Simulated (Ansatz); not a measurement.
An Ansatz (a quantum-chemistry and plane-wave program) run. Input:

Ansatz 0.2 input:
```yaml
crystal:
  lattice:
    - [3.3712552558, 0.0, 0.0]
    - [-1.6856276279, 2.9195926942, 0.0]
    - [0.0, 0.0, 14.7740726316]
  atoms:
    - { symbol: Zr, position: [0.6666666667, 0.3333333333, 0.9176359526] }
    - { symbol: Zr, position: [0.3333333333, 0.6666666667, 0.0823640474] }
    - { symbol: Zr, position: [0.3333333333, 0.6666666667, 0.4176359526] }
    - { symbol: Zr, position: [0.6666666667, 0.3333333333, 0.5823640474] }
    - { symbol: Pb, position: [0.6666666667, 0.3333333333, 0.25] }
    - { symbol: Pb, position: [0.3333333333, 0.6666666667, 0.75] }
    - { symbol: C, position: [0.0, 0.0, 0.0] }
    - { symbol: C, position: [0.0, 0.0, 0.5] }
kpoints:
  mp_grid: { grid: [10, 10, 2] }
  band_path:
    path:
      - [[0.0, 0.0, 0.0], [0.5, 0.0, 0.0], [0.3333333333, 0.3333333333, 0.0], [0.0, 0.0, 0.0], [0.0, 0.0, 0.5], [0.5, 0.0, 0.5], [0.3333333333, 0.3333333333, 0.5], [0.0, 0.0, 0.5]]  # Γ-M-K-Γ-A-L-H-A
      - [[0.5, 0.0, 0.5], [0.5, 0.0, 0.0]]  # L-M
      - [[0.3333333333, 0.3333333333, 0.5], [0.3333333333, 0.3333333333, 0.0]]  # H-K
    npoints: 8
basis: { xc_grid: 2 }
hamiltonian:
  xc: pbesol
  pseudopotentials: { azcp: { folder: ./paw }, kind: paw_fr }
magnetization: { noncollinear: true, spin_orbit: true }
scf:
  n_extra_bands: 16
  convergence: { dr2_threshold: 0.0000000001 }
  occupations: { method: gaussian, width: 0.05 }
output: { eigenvalues: true }
```

Output (shortened):

```
Pseudopotential: Zr, paw, valence charge 12
Pseudopotential: Pb, paw, valence charge 14
Pseudopotential: C, paw, valence charge 4
Functional definition: PBEsol
non-collinear run that drives no moment, with spin-orbit …
Crystal: 8 atoms, lattice volume = 145.417 Å³
Basis set: ecut = 420 eV, 2881 PW (Γ), exchange–correlation on 48×48×200 points (8 copies of the dense FFT grid, shifted against one another)
Bands: 100, of which v1, the nominal top of the filled ones, is band 84 counted from 1 (83 counted from 0)
Symmetry: 24 space group operations + 24 with time reversal
k-points: 28 of 200
Projection manifold: j_resolved (fully-relativistic pseudo-atomic orbitals)
SCF iter   1: F=—  HF=-40625.629338 eV  |F-HF|=—  |Δ(HF+E_count)|=         —  Δρ=9.70e-2  dr2=1.12e2  dr2_m=0.00e0 (ungated)  ethr=3.10e-3  |M|=0.00e0 ∫|m|=0.00e0 μB  |m|>n=0.0e0 m-floor=0.0e0 τ_xc=0.0e0  β_m=0.30  ⟨swp⟩=7.7  Hψ=7525  notcnv=0
preconditioner: auto → Kerker (q_TF=auto, 2.490 Å⁻¹)
spin=Noncollinear: Kerker preconditioning applied to the charge; magnetization (m_x, m_y, m_z) channels mix plain (no charge-response kernel on spin).
SCF iter   2: F=—  HF=-40618.214521 eV  |F-HF|=—  |Δ(HF+E_count)|=    7.41e0  Δρ=6.82e-2  dr2=6.65e1  dr2_m=0.00e0 (ungated)  ethr=3.10e-3  |M|=0.00e0 ∫|m|=0.00e0 μB  |m|>n=0.0e0 m-floor=0.0e0 τ_xc=0.0e0  β_m=0.65  ⟨swp⟩=4.0  Hψ=2687  notcnv=0  defer=222
preconditioner: auto → Resta (q_TF=auto, 2.490 Å⁻¹)
spin=Noncollinear: Resta preconditioning applied to the charge; magnetization (m_x, m_y, m_z) channels mix plain (no charge-response kernel on spin).
SCF iter   3: F=—  HF=-40607.709969 eV  |F-HF|=—  |Δ(HF+E_count)|=    1.05e1  Δρ=1.28e-2  dr2=6.45e-1  dr2_m=0.00e0 (ungated)  ethr=3.10e-3  |M|=0.00e0 ∫|m|=0.00e0 μB  |m|>n=0.0e0 m-floor=0.0e0 τ_xc=0.0e0  β_m=0.68  ⟨swp⟩=7.0  Hψ=4086  notcnv=0  defer=236
SCF iter   4: F=—  HF=-40607.570267 eV  |F-HF|=—  |Δ(HF+E_count)|=   1.40e-1  Δρ=5.58e-3  dr2=3.64e-2  dr2_m=0.00e0 (ungated)  ethr=7.68e-4  |M|=0.00e0 ∫|m|=0.00e0 μB  |m|>n=0.0e0 m-floor=0.0e0 τ_xc=0.0e0  β_m=0.73  ⟨swp⟩=4.8  Hψ=2394  notcnv=0  defer=256
SCF iter   5: F=—  HF=-40607.562540 eV  |F-HF|=—  |Δ(HF+E_count)|=   7.73e-3  Δρ=1.44e-3  dr2=3.57e-3  dr2_m=0.00e0 (ungated)  ethr=4.34e-5  |M|=0.00e0 ∫|m|=0.00e0 μB  |m|>n=0.0e0 m-floor=0.0e0 τ_xc=0.0e0  β_m=0.80  ⟨swp⟩=2.8  Hψ=2084  notcnv=0  defer=256
SCF iter   6: F=—  HF=-40607.561993 eV  |F-HF|=—  |Δ(HF+E_count)|=   5.47e-4  Δρ=3.21e-4  dr2=1.75e-4  dr2_m=0.00e0 (ungated)  ethr=4.25e-6  |M|=0.00e0 ∫|m|=0.00e0 μB  |m|>n=0.0e0 m-floor=0.0e0 τ_xc=0.0e0  β_m=0.87  ⟨swp⟩=2.8  Hψ=2486  notcnv=0  defer=250
SCF iter   7: F=—  HF=-40607.561957 eV  |F-HF|=—  |Δ(HF+E_count)|=   3.62e-5  Δρ=6.99e-5  dr2=8.04e-6  dr2_m=0.00e0 (ungated)  ethr=2.08e-7  |M|=0.00e0 ∫|m|=0.00e0 μB  |m|>n=0.0e0 m-floor=0.0e0 τ_xc=0.0e0  β_m=0.93  ⟨swp⟩=2.1  Hψ=2001  notcnv=0  defer=250
SCF iter   8: F=—  HF=-40607.561960 eV  |F-HF|=—  |Δ(HF+E_count)|=   3.07e-6  Δρ=1.62e-5  dr2=4.94e-7  dr2_m=0.00e0 (ungated)  ethr=9.57e-9  |M|=0.00e0 ∫|m|=0.00e0 μB  |m|>n=0.0e0 m-floor=0.0e0 τ_xc=0.0e0  β_m=0.97  ⟨swp⟩=2.8  Hψ=2307  notcnv=0  defer=250
SCF iter  11: F=-40607.561736 eV  HF=-40607.561736 eV  |F-HF|=6.55e-11  |Δ(HF+E_count)|=  8.73e-11  Δρ=2.06e-7  dr2=7.09e-11  dr2_m=0.00e0 (ungated)  ethr=1.00e-12  |M|=0.00e0 ∫|m|=0.00e0 μB  |m|>n=0.0e0 m-floor=0.0e0 τ_xc=0.0e0  ⟨swp⟩=17.2  Hψ=7458  notcnv=0
SCF 1 converged in 11 iterations: F = -40607.561736 eV  dr2 = 7.09e-11
NSCF: frozen V_eff on 75 k-points
SCF converged after 11 iterations
Magnetization: |M| = 0.0000 μB,  M = (+0.0000, +0.0000, +0.0000) μB
Absolute magnetization: 0.0000 μB (∫|m|)
  site 0: m = (+0.0000, +0.0000, +0.0000) μB, |m| = 0.0000 μB  (R = 0.95 Å)
  site 1: m = (+0.0000, +0.0000, +0.0000) μB, |m| = 0.0000 μB  (R = 0.95 Å)
  site 2: m = (+0.0000, +0.0000, +0.0000) μB, |m| = 0.0000 μB  (R = 0.95 Å)
  site 3: m = (+0.0000, +0.0000, +0.0000) μB, |m| = 0.0000 μB  (R = 0.95 Å)
  site 4: m = (+0.0000, +0.0000, +0.0000) μB, |m| = 0.0000 μB  (R = 1.30 Å)
  site 5: m = (+0.0000, +0.0000, +0.0000) μB, |m| = 0.0000 μB  (R = 1.30 Å)
  site 6: m = (+0.0000, +0.0000, +0.0000) μB, |m| = 0.0000 μB  (R = 0.95 Å)
  site 7: m = (+0.0000, +0.0000, +0.0000) μB, |m| = 0.0000 μB  (R = 0.95 Å)
Free energy (F): -40607.561736 eV
Harris-Foulkes:  -40607.561736 eV  (|F-HF|=6.55e-11)
Internal energy: -40607.555048 eV  (E = F + TS)
E sigma→0 (E₀):  -40607.558392 eV
Entropy (-TS):   -0.006687 eV (-0.836 meV/atom)
Fermi energy:    14.838717 eV
--- Per-component energies (eV) ---
  E_band       = -263.433600
  E_kinetic    = 2039.084267
  E_local      = -4108.953226  (includes V_loc(G=0)·N_el)
  E_nonlocal   = 962.095812
  E_hartree    = 1460.044676
  E_xc         = -1122.095609
  E_vxc        = -1129.515336  (∫ρ·V_xc dr)
  E_paw        = -32401.823947  (= ΣΔE_a)
  E_vpaw       = -946.234604  (= ΣTr[D̂ρ^β])
  E_aug_tail   = -0.000089  (compensation charges beyond the density's cutoff)
  E_ewald      = -7436.763947
  E_core_change = 0.857015  (= ΣΔE_core)
  E_smearing   = -0.006687  (= −TS)
  E_closure    = 0.000000  (closes the sum)
  Σ components = -40607.561736   (vs F -40607.561736, Δ=0.00e0)
  [band-id]    e_kinetic+e_local+e_nonlocal+2·e_hartree+e_vxc+e_vpaw+e_augmentation_tail = -263.433824   (vs E_band -263.433600, Δ=-2.24e-4)
--- Band table (eV; the first three rows and the last of 28) ---
  k-point 0: bands = ["-33.9184", "-33.9184", "-33.9183", "-33.9183", "-33.8118", "-33.8118", "-33.8116", "-33.8116", "-13.2519", "-13.2519", "-13.2477", "-13.2477", "-12.9407", "-12.9407", "-12.9375", "-12.9375", "-11.6292", "-11.6292", "-11.6237", …
  k-point 1: bands = ["-33.9184", "-33.9184", "-33.9184", "-33.9184", "-33.8117", "-33.8117", "-33.8117", "-33.8117", "-13.2498", "-13.2498", "-13.2498", "-13.2498", "-12.9391", "-12.9391", "-12.9391", "-12.9391", "-11.6265", "-11.6265", "-11.6265", …
  k-point 2: bands = ["-33.9108", "-33.9108", "-33.9106", "-33.9106", "-33.8087", "-33.8087", "-33.8086", "-33.8086", "-13.2553", "-13.2553", "-13.2517", "-13.2517", "-12.9638", "-12.9638", "-12.9610", "-12.9610", "-11.6358", "-11.6358", "-11.6308", …
  k-point 27: bands = ["-33.8096", "-33.8096", "-33.8096", "-33.8096", "-33.7960", "-33.7960", "-33.7960", "-33.7960", "-13.2854", "-13.2854", "-13.2847", "-13.2847", "-13.2547", "-13.2547", "-13.2533", "-13.2533", "-11.7256", "-11.7256", "-11.7245", …
```

Cost: around 4 core-minutes (rough) on shared cores.

Space group P6_3/mmc. The workflow started from a Materials Project entry (that database holds measured and hypothetical structures alike); the Crystallography Open Database copy checked does not list it. Whether it is the stable phase at ambient conditions was not checked. Symmetry was held in the PBEsol relaxation; whether a distortion lowers the energy is not shown. No spin polarisation was allowed.

Potentials: the earlier of the program's two PAW sets. The files were generated under PBE; for other functionals the program regenerates the frozen cores, and for LDA and PBEsol the local potential too.

Ansatz is a plane-wave DFT program.
